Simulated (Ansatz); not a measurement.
Structures of Si₂B₃: which is lowest?

Plane-wave DFT in Ansatz with scalar-relativistic PAW potentials, cutoff 420 eV, Γ-centred meshes chosen by cell and gap, Gaussian smearing with energies taken to zero width. Every cell was relaxed (cell and atoms) in a run of its own, within the symmetry of its start. Functional: PBE.

Relaxed structures (starts from databases or built by putting these elements on another compound's sites):
A. P4/mbm, 10 atoms in the computed cell, a = 5.847 Å, c = 3.000 Å; sites (symmetry × multiplicity) Si m.2m × 4, B 4/m.. × 2 + m.2m × 4; start: built
B. R-3m, 5 atoms in the computed cell, a = 2.982 Å, c = 17.813 Å; sites (symmetry × multiplicity) Si 3m × 6, B -3m × 3 + 3m × 6; start: built
C. P321, 5 atoms in the computed cell, a = 3.474 Å, c = 4.927 Å; sites (symmetry × multiplicity) Si 3.. × 2, B .2. × 3; start: built

Rank them by energy. Could pressure change the order?

```tsv
structure	group	E − E(lowest) (meV/atom)	V (Å³/atom)	gap on mesh (eV)
B	R-3m	0.0	9.15	0.00
C	P321	446	10.30	0.00
A	P4/mbm	490	10.26	0.00
```

B is lowest, 446 meV/atom under C. The lowest is also the densest of these, so pressure wouldn't bring one of the others in at first order. Other structures may lie lower than all of these, and vibrations aren't counted.